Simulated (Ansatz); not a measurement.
Relaxed-ion elastic tensor of Nb (bcc (W type), space group No. 229) in GPa (Voigt order), plane-wave PAW LDA (Ansatz code); density 9.01 g/cm³, 17.13 Å³ per atom.

```csv
,1,2,3,4,5,6
1,276,148,148,0.0,0.0,0.0
2,148,276,148,0.0,0.0,0.0
3,148,148,276,0.0,0.0,0.0
4,0.0,0.0,0.0,10.7,0.0,0.0
5,0.0,0.0,0.0,0.0,10.7,0.0
6,0.0,0.0,0.0,0.0,0.0,10.7
```

### Question
Is the crystal mechanically stable?

### Answer
Yes: the smallest eigenvalue of C is 10.7 GPa.

### Question
Work out the Voigt, Reuss and Hill averages.

### Answer
K_V = 191, K_R = 191, K_H = 191; G_V = 32.0, G_R = 16.1, G_H = 24.0 GPa.

### Question
Give Young's modulus, Poisson's ratio, Pugh's ratio and the universal anisotropy index.

### Answer
E = 9KG/(3K + G) = 69.2 GPa; ν = 0.44; K/G = 7.94 (ductile by the Pugh limit of 1.75); A_U = 5G_V/G_R + K_V/K_R − 6 = 4.93.

### Question
Estimate the sound speeds and the Debye temperature.

### Answer
v_l = √((K + 4G/3)/ρ) = 4970 m/s, v_t = √(G/ρ) = 1630 m/s, mean 1860 m/s; Θ = (h/k)(3n/4πV)^(1/3) v_m = 215 K.

### Question
Give the Zener ratio and Young's modulus along [100], [110] and [111].

### Answer
A = 2C44/(C11 − C12) = 0.17; 1/E = S11 − 2(S11 − S12 − S44/2)Γ with Γ = 0, 1/4, 1/3 gives 172, 39.7, 31.6 GPa.

### Question
Solve the Christoffel equation for the three sound speeds along [100], [110], [111].

### Answer
Eigenvalues of C_ijkl n_j n_l equal ρv². In km/s, slowest first: [100] 1.09, 1.09, 5.53; [110] 1.09, 2.66, 4.97; [111] 2.26, 2.26, 4.77.

Space group Im-3m (bcc (W type)). Symmetry was held in the LDA relaxation. No spin polarisation was allowed. As this level gives no gap, shear constants depend on the k-mesh and smearing (Fermi–Dirac, 0.1 eV here).

Potentials: the earlier of the program's two PAW sets.
